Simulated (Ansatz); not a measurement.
Relaxed-ion elastic tensor of LiNbO3 in space group R3c (No. 161; Li on 6a, Nb on 6a, O on 18b) in GPa (Voigt order), r²SCAN in the plane-wave PAW code Ansatz; density 4.64 g/cm³, 10.58 Å³ per atom.

```json
[
 {"": "1", "1": "206", "2": "62.0", "3": "68.6", "4": "11.8", "5": "0.0", "6": "0.0"},
 {"": "2", "1": "62.0", "2": "206", "3": "68.6", "4": "-11.8", "5": "0.0", "6": "0.0"},
 {"": "3", "1": "68.6", "2": "68.6", "3": "240", "4": "0.0", "5": "0.0", "6": "0.0"},
 {"": "4", "1": "11.8", "2": "-11.8", "3": "0.0", "4": "58.3", "5": "0.0", "6": "0.0"},
 {"": "5", "1": "0.0", "2": "0.0", "3": "0.0", "4": "0.0", "5": "58.3", "6": "11.8"},
 {"": "6", "1": "0.0", "2": "0.0", "3": "0.0", "4": "0.0", "5": "11.8", "6": "72.1"}
]
```

### Question
Is the crystal mechanically stable?

### Answer
Yes: the smallest eigenvalue of C is 51.5 GPa.

### Question
Work out the Voigt, Reuss and Hill averages.

### Answer
K_V = 117, K_R = 116, K_H = 116; G_V = 68.0, G_R = 65.0, G_H = 66.5 GPa.

### Question
Give Young's modulus, Poisson's ratio, Pugh's ratio and the universal anisotropy index.

### Answer
E = 9KG/(3K + G) = 168 GPa; ν = 0.26; K/G = 1.75 (near the Pugh limit of 1.75, no verdict); A_U = 5G_V/G_R + K_V/K_R − 6 = 0.23.

### Question
Estimate the sound speeds and the Debye temperature.

### Answer
v_l = √((K + 4G/3)/ρ) = 6650 m/s, v_t = √(G/ρ) = 3780 m/s, mean 4210 m/s; Θ = (h/k)(3n/4πV)^(1/3) v_m = 571 K.

### Question
Solve the Christoffel equation for the three sound speeds along x, y, z.

### Answer
Eigenvalues of C_ijkl n_j n_l equal ρv² (piezoelectric stiffening left out). In km/s, slowest first: x 3.33, 4.12, 6.66; y 3.51, 3.94, 6.68; z 3.54, 3.54, 7.20.

### Question
How much does each axis shrink under pressure?

### Answer
Linear compressibilities β_i = Σ_j S_ij (j = 1 to 3): x 3.1, y 3.1, z 2.4 per TPa.

Symmetry was held in the r²SCAN relaxation. The run is not spin-polarised.

Potentials: the earlier of the program's two PAW sets. The files were generated under PBE; for other functionals the program regenerates the frozen cores, and for LDA and PBEsol the local potential too.
